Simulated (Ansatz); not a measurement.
Given:

CuAu$_{3}$:
```yaml
crystal:
  lattice:
    - [-1.98310, 1.98310, 3.99890]
    - [1.98310, -1.98310, 3.99890]
    - [1.98310, 1.98310, -3.99890]
  atoms:
    - { symbol: Cu, position: [0.00000, 0.00000, 0.00000] }
    - { symbol: Au, position: [0.75000, 0.25000, 0.50000] }
    - { symbol: Au, position: [0.25000, 0.75000, 0.50000] }
    - { symbol: Au, position: [0.50000, 0.50000, 0.00000] }
```

This is the PBEsol-relaxed structure.

**Question.** All from PBEsol in the plane-wave PAW code Ansatz, unless another level is named. Give the bulk modulus (Birch–Murnaghan fit).

**Answer.** 172 GPa.

**Question.** And the highest zone-centre frequency?

**Answer.** 165 cm⁻¹.

Space group I4/mmm. The workflow started from a Materials Project entry (that database holds measured and hypothetical structures alike); the Crystallography Open Database copy checked does not list it. COD files the formula under space group No. 221. Its standing as an ambient phase is unchecked. The PBEsol relaxation kept the symmetry of its start; its stability against distortions is not shown here. No spin polarisation was allowed. As this level gives no gap, phonon frequencies hold no LO–TO term and depend on the k-mesh and smearing (Fermi–Dirac, 0.1 eV here). Scalar-relativistic: spin–orbit coupling is off unless named, which matters more the heavier the elements.

Potentials: the later of the program's two PAW sets.
